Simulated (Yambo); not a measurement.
```
CELL_PARAMETERS angstrom
      2.78783     1.60955     4.64445
     -2.78783     1.60955     4.64445
      0.00000    -3.21911     4.64445
ATOMIC_POSITIONS crystal
  O  0.80653 0.69347 0.25000
  O  0.19347 0.30653 0.75000
  O  0.25000 0.80653 0.69347
  O  0.75000 0.19347 0.30653
  O  0.69347 0.25000 0.80653
  O  0.30653 0.75000 0.19347
  Ag 0.75000 0.75000 0.75000
  Ag 0.25000 0.25000 0.25000
  Ta 0.00000 0.00000 0.00000
  Ta 0.50000 0.50000 0.50000
```

TaAgO₃ (space group R-3c, No. 167): mean Im ε in 1 eV windows above the direct gap of 3.67 eV, for different electron-hole kernels (Yambo, broadening 0.15 eV, norm-conserving PBEsol (Quantum ESPRESSO, 84 Ry, without SOC) bands; 4×4×4 mesh, 25 valence and 8 conduction bands, static screening with 96 bands and a 3 Ry block, scissor 1.72 eV, Tamm-Dancoff; field along x).

```tsv
window (eV)	independent quasiparticles	RPA (no attraction)	BSE
3.7 to 4.7	2.5	2.3	5.2
4.7 to 5.7	4.9	4.5	7.0
5.7 to 6.7	6.7	6.4	5.6
6.7 to 7.7	5.2	5.1	5.1
```

This run doesn't resolve bound excitons or single peaks, so only averages are given, and they too depend on the mesh; weight that the attraction moves below the gap isn't listed. All transitions below 7.94 eV are in the band window. The scissor comes from a G0W0 run whose convergence isn't established.

Spin-orbit coupling is left out, which matters for elements this heavy: edges can move by tenths of an eV.

Geometry of the Materials Project entry, not relaxed at this level.

The structure is a Materials Project entry; no match was found in the copy of COD used, and its stability was not checked.
